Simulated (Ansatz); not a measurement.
# Te: from a starting cell to a relaxed one

The start is a randomly generated symmetric cell of Te (space group No. 139). A full variable-cell relaxation at zero pressure is run with PBE (plane waves to 420 eV, PAW, scalar-relativistic; Ansatz, a program for electronic structure). The first steps use a coarse 7×7×7 k-mesh.

Starting cell:
```yaml
crystal:
  lattice:
    - [-2.54471, 2.54471, 4.05464]
    - [2.54471, -2.54471, 4.05464]
    - [2.54471, 2.54471, -4.05464]
  atoms:
    - { symbol: Te, position: [0.75000, 0.25000, 0.50000] }
    - { symbol: Te, position: [0.25000, 0.75000, 0.50000] }
    - { symbol: Te, position: [0.00000, 0.00000, 0.00000] }
```

Q: How does the volume change?

A: -1.8 %, from 35.01 to 34.37 Å³/atom.

Q: How do the shortest distances between atoms change?

A: The closest pairs of elements (up to four, under 3.6 Å), start → end: Te–Te 3.25 → 3.18 Å.

Q: Give the final cell and atomic positions.

A: 
```cif
data_Te6
_chemical_formula_sum 'Te6'
_space_group_name_H-M_alt 'I4/mmm'
_space_group_IT_number 139
_space_group_name_Hall '-I 4 2'
_cell_length_a 4.49568
_cell_length_b 4.49568
_cell_length_c 10.20367
_cell_angle_alpha 90.000
_cell_angle_beta 90.000
_cell_angle_gamma 90.000
loop_
_atom_site_label
_atom_site_type_symbol
_atom_site_symmetry_multiplicity
_atom_site_Wyckoff_symbol
_atom_site_fract_x
_atom_site_fract_y
_atom_site_fract_z
_atom_site_occupancy
Te1 Te 4 d 0.00000 0.50000 0.25000 1
Te2 Te 2 a 0.00000 0.00000 0.00000 1
```
(The calculation used a cell of 3 atoms; values per cell refer to that cell.)

The space group stays I4/mmm (No. 139) (the run could not lower it), with 3 atoms in the primitive cell. Final values are on a 15×15×15 k-mesh of the relaxed cell. No spin polarisation in the result.

The run could not lose the symmetry of its start, so the end can be a saddle point.

All atoms sit on sites fixed by symmetry, so only the cell could relax.

The relaxed structure here is a generated cell of Te: the first start was made by a random draw of sites in a space group, and the end was not matched to a known phase here, so it may be hypothetical. Known forms of Te include space group No. 152.
